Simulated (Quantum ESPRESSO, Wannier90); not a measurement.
## Wannierisation of Al (fcc (Cu type))

```xyz
1
Lattice="0.0000 2.0195 2.0195 2.0195 0.0000 2.0195 2.0195 2.0195 0.0000" Properties=species:S:1:pos:R:3 pbc="T T T"
Al     0.0000     0.0000     0.0000
```

Materials Project entry mp-134; symmetrised, unrelaxed at this level. This is the element's usual structure. Computed values, not measurements, from PBEsol: Quantum ESPRESSO (norm-conserving PseudoDojo potentials, cutoff 32 Ry, no spin polarisation, no spin-orbit coupling) on a Γ-centred 10×10×10 mesh, then Wannier90. Density: 18×18×18 mesh, cold smearing 0.01 Ry.

Functional, cutoff and mesh named above are those of the base row (PBEsol); the first column says what each row takes instead. Model: 4 functions from bands 1-10, start hydrogen-like Al: s;p, disentangled but not localised (num_iter = 0), frozen window tied to the conduction edge or Fermi level of each row, as listed, which moves Ω_I and hoppings a little by itself. Energies are relative to the Fermi level; the misfit is to pw.x on a path, for states up to 1.0 eV relative to the Fermi level. The functional changes, each with its own PseudoDojo files and their cutoffs, on the same cell. The disentangled Ω_I can sit in another minimum from row to row.

```
functional  frozen to (eV)  Ω_I (Å²)  rms misfit (meV)  bottom of band 1 (eV)  on-site Al1 pz minus Al1 s (eV)  hopping modulus Al1 px – Al1 py, R = 0 0 1 (eV)  hopping modulus Al1 s – Al1 px, R = 0 0 1 (eV)  hopping modulus Al1 s – Al1 s, R = 0 0 1 (eV)
----------  --------------  --------  ----------------  ---------------------  -------------------------------  -----------------------------------------------  ----------------------------------------------  ---------------------------------------------
LDA                   1.50      5.41                62                 -11.11                             5.97                                            1.388                                           0.987                                          0.566
PBE                   1.50      5.50                60                 -11.15                             5.93                                            1.408                                           1.001                                          0.569
PBEsol                1.50      5.49                59                 -11.14                             5.93                                            1.405                                           0.999                                          0.569
```
